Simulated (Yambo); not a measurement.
HfS$_{2}$ (CdI2 type, space group P-3m1, No. 164), G0W0@PBEsol in Yambo with this input:

```
rim_cut
gw0
dyson
el_el_corr
HF_and_locXC
ppa
em1d
RandQpts= 1000000
RandGvec= 1 Ry
EXXRLvcs= 58 Ry
VXCRLvcs= 232 Ry
Chimod= "HARTREE"
% BndsRnXp
 3 | 200 |
%
NGsBlkXp= 7 Ry
% LongDrXp
 1.0 | 1.0 | 1.0 |
%
PPAPntXp= 27.2114 eV
% GbndRnge
 1 | 200 |
%
GTermKind= "BG"
DysSolver= "n"
ExtendOut
```

On a 6×6×2 mesh, with wavefunctions cut at 58 Ry, the gap (Γ → L) is 2.255 eV and the valence edge shifts by -0.624 eV.

**Question.** What happens with this change: 2 Ry block?

**Answer.** The gap falls by 0.176 eV, to 2.079 eV; the shift of the valence edge becomes -0.268 eV. Neither run is shown to be the converged limit.

Spin-orbit coupling is included.

Geometry of the Materials Project entry, not relaxed at this level; primitive cell a = 3.6397 Å, b = 3.6397 Å, c = 6.0556 Å, α = 90.00°, β = 90.00°, γ = 120.00°.

A shift is the quasiparticle energy of the state minus its PBEsol energy.

The distance between layers or molecules is the database entry's, not relaxed here. Functionals without dispersion can leave it too large, which widens gaps and weakens the response across layers: the numbers belong to this cell.
